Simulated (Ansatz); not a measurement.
Given:

NiS$_{2}$:
```
CELL_PARAMETERS angstrom
      4.08690     0.00000     0.00000
      0.00000     5.21983     0.00000
     -2.06181     0.00000     4.90294
ATOMIC_POSITIONS crystal
  Ni 0.00000 0.00000 0.00000
  Ni 0.00000 0.50000 0.50000
  S  0.84992 0.88302 0.33256
  S  0.15008 0.38302 0.16744
  S  0.84992 0.61698 0.83256
  S  0.15008 0.11698 0.66744
```

This is the r²SCAN-relaxed structure. x, y and z are the axes in which the lattice vectors are written.

### Question
All from plane-wave PAW r²SCAN (Ansatz code), unless another level is named. Give the formation energy from the elements (no fitted shifts).

### Answer
-0.34 eV/atom.

### Question
Predict the valence-band maximum.

### Answer
at Γ.

### Question
Predict the conduction-band minimum.

### Answer
off the standard path, at k = (0.182, 0.411, 0.469).

Space group P2_1/c. The workflow started from a Materials Project entry (that database holds measured and hypothetical structures alike); the Crystallography Open Database copy checked does not list it. COD files the formula under space group No. 205, so this cell is another polymorph or a model. Whether it is the stable phase at ambient conditions was not checked. The r²SCAN relaxation kept the symmetry of its start; whether a distortion lowers the energy is not shown. The run is not spin-polarised. A crystal of weakly bound layers computed without a dispersion correction: the cell and the soft elastic constants depend strongly on that. The references are the lowest solids computed at this level, not always the standard phases.

Potentials: the later of the program's two PAW sets.
